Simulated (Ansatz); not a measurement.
## Computed properties of SiO$_{2}$

SiO₂:
```yaml
crystal:
  lattice:
    - [3.77425, 0.00000, 0.00000]
    - [0.00000, 3.77425, 0.00000]
    - [0.00000, 0.00000, 3.77425]
  atoms:
    - { symbol: Si, position: [0.50000, 0.50000, 0.50000] }
    - { symbol: Si, position: [0.00000, 0.00000, 0.00000] }
    - { symbol: O, position: [0.25000, 0.25000, 0.25000] }
    - { symbol: O, position: [0.25000, 0.75000, 0.75000] }
    - { symbol: O, position: [0.75000, 0.75000, 0.25000] }
    - { symbol: O, position: [0.75000, 0.25000, 0.75000] }
```

Space group Pn-3m (No. 224); conventional cell a = 3.774 Å, b = 3.774 Å, c = 3.774 Å, α = 90.00°, β = 90.00°, γ = 90.00°.

Method: plane-wave PAW r²SCAN (Ansatz code). Structure relaxed to zero pressure with the same functional. Other levels are named where they apply.

Cell and energy:

```
Item                                                                  Value
-----------------------------------------------------  --------------------
Volume per atom                                                     8.96 Å³
Density                                                          3.71 g/cm³
Formation energy from the elements (no fitted shifts)  -256 kJ/mol of atoms
```

Electronic structure:

```
Quantity                                               Result
----------------------------------------  -------------------
Band gap                                   5.75 eV (indirect)
Valence-band maximum                                     at R
Conduction-band minimum                                  at Γ
Smallest direct gap on the standard path              6.33 eV
Electron effective mass                   0.41 mₑ (isotropic)
HSE06 gap on the r²SCAN cell                          6.86 eV
```

Mechanics:

```
Item                                                                          Result
--------------------------------------------  --------------------------------------
Bulk modulus (Birch–Murnaghan fit)                                           303 GPa
Pressure derivative B′                                                           4.0
Elastic constants (relaxed ions, GPa)                C11 = 391, C12 = 260, C44 = 251
Mechanical stability                          stable (all eigenvalues of C positive)
Hill bulk and shear moduli                                           304 and 147 GPa
Young's modulus                                                              380 GPa
Poisson's ratio                                                                 0.29
Debye temperature from the elastic constants                                  1010 K
```

Dielectric response:

```
Item                                                                    Value
--------------------------------------------------------  -------------------
Electronic dielectric constant ε∞ (DFPT)                                 3.12
Static dielectric constant ε0 (ions relaxed, cell fixed)                 9.12
Born charges (a third of the trace)                       Si +3.86, O -1.93 e
```

Phonons:

```
Item                                                                       Value
--------------------------------------------------  ----------------------------
Highest zone-centre frequency (without LO–TO term)                     32.42 THz
Zone-centre stability                                     no imaginary mode at Γ
Dynamical stability on the path                     stable (no imaginary branch)
Zero-point energy                                                 105.8 meV/atom
Vibrational entropy at 300 K                             10.3 J/(K·mol of atoms)
```

Charges:

```
Item                        Result
-------------  -------------------
Bader charges  Si +3.36, O -1.68 e
```

The workflow started from a Materials Project entry (that database holds measured and hypothetical structures alike); the Crystallography Open Database copy checked does not list it. It is not the phase usual at ambient conditions (space group No. 92, 152, 154). The cell was relaxed with r²SCAN under the symmetry of its start. The references are the lowest solids computed at this level, not always the standard phases (solids in place of the gases).

Potentials: the earlier of the program's two PAW sets. The files were generated under PBE; for other functionals the program regenerates the frozen cores, and for LDA and PBEsol the local potential too.
